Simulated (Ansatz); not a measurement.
YGe2 in space group P4/mmm (No. 123; Ge on 2f, Y on 1b), PBE in the plane-wave PAW code Ansatz, all energies at zero smearing, with the estimated change up to a 700 eV cutoff added, with one set of potentials and settings (totals compare only within such a set). Cell of 6 atoms (4 Ge, 2 Y): -24880.252 eV.

```
element                reference phase  E (eV/atom)
-------  -----------------------------  -----------
Ge          Fd-3m, 2 atoms in the cell   -4294.9847
Y        P6_3/mmc, 2 atoms in the cell   -3848.6668
```

Formation energy per atom, worked out: (-24880.252 − 4×(-4294.9847) − 2×(-3848.6668))/6 = -0.497 eV/atom (-48 kJ per mol of atoms), at 0 K, without zero-point energy or fitted corrections.

The cell is a constructed one: a structure type filled with these elements; neither database checked (COD, Materials Project) lists it. Whether it is the stable phase at ambient conditions was not checked. Symmetry was held in the PBE relaxation; its stability against distortions is not shown here. No spin polarisation was allowed. The references are the lowest solids computed at this level, not always the standard phases.

Potentials: the later of the program's two PAW sets.
